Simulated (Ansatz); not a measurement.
Relaxed ZnO (wurtzite):

```yaml
crystal:
  lattice:
    - [3.22975, 0.00000, 0.00000]
    - [-1.61488, 2.79705, 0.00000]
    - [0.00000, 0.00000, 5.21478]
  atoms:
    - { symbol: Zn, position: [0.66667, 0.33333, 0.00204] }
    - { symbol: Zn, position: [0.33333, 0.66667, 0.50204] }
    - { symbol: O, position: [0.66667, 0.33333, 0.62316] }
    - { symbol: O, position: [0.33333, 0.66667, 0.12316] }
```

Scan: atom 2 (Zn, nearest neighbour O at 1.969 Å; its periodic images, 3.2 Å or more away, move with it) is displaced along Cartesian z, direction (0.000, 0.000, 1.000) in Cartesian axes, by s. The other atoms stay.

Computed with PBEsol (plane waves to 420 eV, PAW, scalar-relativistic; Ansatz, a program for electronic structure). k mesh 9×9×5 (Γ-centred), Fermi-Dirac smearing 0.05 eV. E stands for the smeared free energy. ZnO was relaxed with its symmetry unable to fall. ΔE is measured from the undisplaced structure.

Successive frames, forces in eV/Å:

```
frame        ΔE (eV/cell)               F on Zn1                F on Zn2                F on O3                F on O4
-----------  ------------  ---------------------  ----------------------  ---------------------  ---------------------
s = 0.234 Å         0.220  (0.000, 0.000, 1.063)  (0.000, 0.000, -1.576)  (0.000, 0.000, 0.203)  (0.000, 0.000, 0.310)
s = 0.156 Å         0.109  (0.000, 0.000, 0.725)  (0.000, 0.000, -1.248)  (0.000, 0.000, 0.174)  (0.000, 0.000, 0.349)
s = 0.078 Å         0.031  (0.000, 0.000, 0.370)  (0.000, 0.000, -0.739)  (0.000, 0.000, 0.105)  (0.000, 0.000, 0.264)
s = 0.000 Å         0.000  (0.000, 0.000, 0.000)   (0.000, 0.000, 0.000)  (0.000, 0.000, 0.000)  (0.000, 0.000, 0.000)
```

Question: What are the energy and the forces in the next frame, s = -0.078 Å?

Answer: ΔE (eV/cell) = 0.038.

| atom | Fx | Fy | Fz |
|---|---|---|---|
| Zn1 | 0.000 | 0.000 | -0.383 |
| Zn2 | 0.000 | 0.000 | 1.045 |
| O3 | 0.000 | 0.000 | -0.134 |
| O4 | 0.000 | 0.000 | -0.528 |

(A displaced cell: forces are minus the slopes of the energy, force constants its curvatures, and phonons follow from these.)
